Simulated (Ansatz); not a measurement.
## Relaxing TlInGaAs₃

Method: DFT PBEsol, scalar-relativistic, plane waves, PAW in Ansatz. (420 eV cutoff, 6×6×6 k-mesh, Gaussian smearing of 0.10 eV, no spin polarisation)

What was changed: 2 of 4 In sites taken by Tl, cell and atoms relaxed.

Spin–orbit coupling is left out, which can shift energies with elements as heavy as these.

Command:

```bash
ansatz run input.yaml --threads 2 --pin off --max-ram 5120MiB --backend cpu --events-out ev --progress --plain --runs-dir out
```

Input:

```yaml
crystal:
  lattice:
    - [-4.2221249045, -4.2221249045, 0.0]
    - [-4.2221249045, 4.2221249045, 0.0]
    - [2.1110624522, 2.1110624522, -9.0546243485]
  atoms:
    - { symbol: Tl, position: [0.1621643943, 0.5, 0.3243287886] }
    - { symbol: In, position: [0.6621643943, 0.0, 0.3243287886] }
    - { symbol: In, position: [0.8378356057, 0.5, 0.6756712114] }
    - { symbol: Tl, position: [0.3378356057, 0.0, 0.6756712114] }
    - { symbol: Ga, position: [0.5, 0.5, 0.0] }
    - { symbol: Ga, position: [1.0, 0.0, 0.0] }
    - { symbol: As, position: [1.0, 0.25, 0.5] }
    - { symbol: As, position: [0.5, 0.75, 0.5] }
    - { symbol: As, position: [0.176411004, 0.75, 0.8528220081] }
    - { symbol: As, position: [0.676411004, 0.25, 0.8528220081] }
    - { symbol: As, position: [0.823588996, 0.75, 0.1471779919] }
    - { symbol: As, position: [0.323588996, 0.25, 0.1471779919] }
basis:
  ecutwfc: 420
kpoints:
  mp_grid: { grid: [6, 6, 6] }
hamiltonian:
  xc: pbesol
scf:
  occupations: { method: gaussian, width: 0.1 }
output:
  forces: true
  stress: true
  eigenvalues: true
relax:
  adjacent_minimum: "off"
  f_tol: 0.015
  max_steps: 60
  cell: { stress_tol: 0.15 }
```

F is the free energy. Steps run on the plane waves of an earlier cell, but the last one, and at times one on the way, on a freshly chosen basis, so a repeated geometry can differ a little in energy.

Steps:

| step | F − F(1) (eV) | largest force component (eV/Å) | V (Å³/atom) | P (GPa) |
| --- | --- | --- | --- | --- |
| 1 | 0.0000 | 0.278 | 26.902 | -0.02 |
| 2 | -0.0099 | 0.264 | 26.889 | 0.05 |
| 3 | -0.0346 | 0.016 | 26.902 | -0.03 |
| 4 | -0.0348 | 0.007 | 26.890 | 0.00 |
| 5 | -0.0347 | 0.007 | 26.890 | 0.00 |

Relaxed structure:

```cif
data_structure
_symmetry_space_group_name_H-M 'P 1'
_symmetry_Int_Tables_number 1
_cell_length_a 5.9725
_cell_length_b 5.9717
_cell_length_c 9.5275
_cell_angle_alpha 90.000
_cell_angle_beta 108.266
_cell_angle_gamma 90.000
_cell_volume 322.68
loop_
_atom_site_label
_atom_site_type_symbol
_atom_site_fract_x
_atom_site_fract_y
_atom_site_fract_z
_atom_site_occupancy
Tl1 Tl 0.16188 0.50000 0.32375 1
In1 In 0.66247 0.00000 0.32494 1
In2 In 0.83753 0.50000 0.67506 1
Tl2 Tl 0.33812 0.00000 0.67625 1
Ga1 Ga 0.50040 0.50000 0.00079 1
Ga2 Ga 0.99960 0.00000 0.99921 1
As1 As 0.99337 0.25000 0.50000 1
As2 As 0.50663 0.75000 0.50000 1
As3 As 0.17297 0.74523 0.85280 1
As4 As 0.67983 0.25477 0.85280 1
As5 As 0.82017 0.75477 0.14720 1
As6 As 0.32703 0.24523 0.14720 1
```

Symmetry: C222_1, No. 20, orthorhombic system. The conventional cell has a = 5.972 Å, b = 18.095 Å, c = 5.972 Å, α = 90.00°, β = 90.00°, γ = 90.00°. Tl (site symmetry 2) has 4 As at 2.67 to 2.68 Å as nearest neighbours. Around In (site symmetry 2) lie 4 As at 2.62 to 2.63 Å. Ga (site symmetry 2) has 4 As at 2.50 Å as nearest neighbours. As (site symmetry 2) is surrounded by 2 In at 2.62 Å and 2 Tl at 2.67 Å. As (site symmetry 1) is surrounded by 2 Ga at 2.50 Å and 1 In at 2.63 Å and 1 Tl at 2.68 Å.

The run converged. It took 3.5 min on 2 threads of Intel(R) Xeon(R) 6975P-C (Granite Rapids) (shared host), peak memory 1.5 GiB.